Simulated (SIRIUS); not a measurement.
A self-consistent single point of InSe (C2/m, 4 atoms in the cell; from Materials Project mp-21405, changed as shown) with SIRIUS.

Level of theory: SIRIUS with LDA (PW92), FP-LAPW (LAPW with two local orbitals a valence shell; core below -3 Ha), all-electron full potential with ZORA scalar-relativistic valence and Dirac core.

The change in words: volume scaled by 1.04. Reference geometry (C2/m):
```
CELL_PARAMETERS angstrom
      5.82639    -2.05465     0.00000
      5.82639     2.05465     0.00000
     -1.72323     0.00000     4.77135
ATOMIC_POSITIONS crystal
  In 0.11180 0.11180 0.95316
  In 0.88820 0.88820 0.04684
  Se 0.33907 0.33907 0.33104
  Se 0.66093 0.66093 0.66896
```

Reference input (self-consistent single point, DFT, LDA (PW92), FP-LAPW (LAPW with two local orbitals a valence shell; core below -3 Ha), all-electron full potential with ZORA scalar-relativistic valence and Dirac core): parameters.ngridk = 4 4 4; basis = LAPW with two local orbitals a valence shell, core below -3 Ha; unit_cell.atom_type_rmt = {In: 2.4, Se: 2.38} bohr; parameters.xc_functionals = [XC_LDA_X, XC_LDA_C_PW]; parameters.aw_cutoff = 7; parameters.pw_cutoff = 16 1/bohr; parameters.smearing = gaussian; parameters.smearing_width = 0.000367493 Ha; parameters.electronic_structure_method = full_potential_lapwlo; parameters.lmax_apw = 8; parameters.lmax_rho = 8; parameters.lmax_pot = 8. This run's input differs from it in these lines:

```diff
@@ -36,7 +36,7 @@
     "lattice_vectors": [
-      [0.9430779559, -0.3325718771, 0.0],
-      [0.9430779559, 0.3325718771, 0.0],
-      [-0.278927555, 0.0, 0.7723054978]
+      [0.9430778961, -0.3325718074, 0.0],
+      [0.9430778961, 0.3325718074, 0.0],
+      [-0.2789275136, 0.0, 0.7723053523]
     ],
-    "lattice_vectors_scale": 11.674847,
+    "lattice_vectors_scale": 11.828478,
     "atom_coordinate_units": "A",
@@ -53,8 +53,8 @@
       "In": [
-        [-0.3397338911, -0.0, 4.5478618723],
-        [10.2692918911, -0.0, 0.2234901277]
+        [-0.3442043353, -0.0, 4.6077069761],
+        [10.4044263353, 0.0, 0.2264310239]
       ],
       "Se": [
-        [3.380652784, -0.0, 1.5795083661],
-        [6.548905216, -0.0, 3.1918436339]
+        [3.4251391148, 0.0, 1.6002930435],
+        [6.6350828852, 0.0, 3.2338449565]
       ]
```

Output, abridged:

```
[find] density tolerance         : 1e-06
[find] total energy tolerance    : 1e-07
[find] iter_solver_tol (initial) : 0.01
[find] iter_solver_tol (target)  : 1e-13
[find] num_dft_iter              : 100
Charges and magnetic moments
--------------------------------------------------------------------------------
atom      charge    core leakage
--------------------------------------------------------------------------------
   0   47.037462    0.000000e+00
   1   47.037462    0.000000e+00
   2   32.240898    0.000000e+00
   3   32.240898    0.000000e+00

total core leakage    : 0.00000000e+00
interstitial charge   : 7.443280
   [... lines left out ...]
[find]    3   32.384549    6.807242e-05
[find] total core leakage    : 9.45942037e-04
[find] interstitial charge   : 7.489039
[find] total charge          : 165.999051
[find] Energy
[find] smearing (-TS)                 :      -0.00000000
[find] Total energy                   :  -16610.41243424 (Ha),  -33220.82486848 (Ry)
[find] Free energy (E-TS)             :  -16610.41243424 (Ha),  -33220.82486848 (Ry)
[find] band gap (eV)                  :       0.97937105
[find] Efermi                         :       0.10322056
[find] iteration : 16, RMS (target) : 8.3958e-07 (1.0000e-06) , energy difference (target) : -1.6225e-09 (1.0000e-07)
[find] converged after 17 SCF iterations!
Warning in function "check_num_electrons" at src/density/density.cpp:1179
wrong number of electrons
  obtained value : 165.999
  target value : 166
  difference : 0.00094882
  total core leakage : 0.000945942
    atom class : 0, core leakage : 0.000404899
    atom class : 1, core leakage : 6.80724e-05
[find] Charges and magnetic moments
[find] atom      charge    core leakage
[find]    0   46.870457    4.048986e-04
[find]    1   46.870457    4.048986e-04
[find]    2   32.384549    6.807242e-05
[find]    3   32.384549    6.807242e-05
[find] total core leakage    : 9.45942037e-04
[find] interstitial charge   : 7.489039
[find] total charge          : 165.999051
[find] Energy
[find] smearing (-TS)                 :      -0.00000000
   [... lines left out ...]
[find] Free energy (E-TS)             :  -16610.41243424 (Ha),  -33220.82486848 (Ry)
[find] band gap (eV)                  :       0.97937105
   [... lines left out ...]
[find] Efermi                         :       0.10322056
[ground_state] ==== total Forces in Ha/bohr =====
[ground_state] atom:    0, force:       0.0048146      0.0000000     -0.0008924
[ground_state] atom:    1, force:      -0.0048146      0.0000000      0.0008924
[ground_state] atom:    2, force:       0.0003313      0.0000000     -0.0069063
[ground_state] atom:    3, force:      -0.0003313     -0.0000000      0.0069063
```

The run converged in 17 iterations. Against the reference run the free energy goes up by 24.4 meV/atom, the largest force goes from 0.093 to 0.356 eV/Å and the gap on the mesh goes from 1.055 to 0.979 eV.

The structure comes from a collection of computed structures, made at another level of theory; the collection holds predicted forms beside known ones. Values depend on the basis (sphere radii, cutoffs, local orbitals), which need not be converged.

Cost on one core: about 80 core-seconds (a rough figure).

The gap that the log prints is read on the run's mesh, which can miss the band edges or a crossing.
